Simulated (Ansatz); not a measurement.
Input:

GeMo$_{3}$:
Space group Pm-3n (No. 223); a = b = c = 4.9062 Å, α = β = γ = 90.00°

```json
[
 {"atom": "Ge", "site": "2a", "symmetry": "m-3.", "x": "0.0000", "y": "0.0000", "z": "0.0000"},
 {"atom": "Mo", "site": "6c", "symmetry": "-4m.2", "x": "0.0000", "y": "0.5000", "z": "0.2500"}
]
```

This is the PBEsol-relaxed structure.

Task: All from PBEsol (plane waves, PAW; program Ansatz), unless another level is named. Estimate the electronic character.

Result: metallic (no gap).

Task: What about the formation energy from the elements (no fitted shifts)?

Result: -0.21 eV/atom.

Task: Next, the density of states at the Fermi level?

Result: 0.45 states/eV per atom (mean over ±0.08 eV).

The workflow started from a Materials Project entry (that database holds measured and hypothetical structures alike); the Crystallography Open Database copy checked does not list it. Its standing as an ambient phase is unchecked. The PBEsol relaxation kept the symmetry of its start; its stability against distortions is not shown here. No spin polarisation was allowed. The references are the lowest solids computed at this level, not always the standard phases. Scalar-relativistic: spin–orbit coupling is off unless named, which matters more the heavier the elements.

Potentials: the later of the program's two PAW sets.
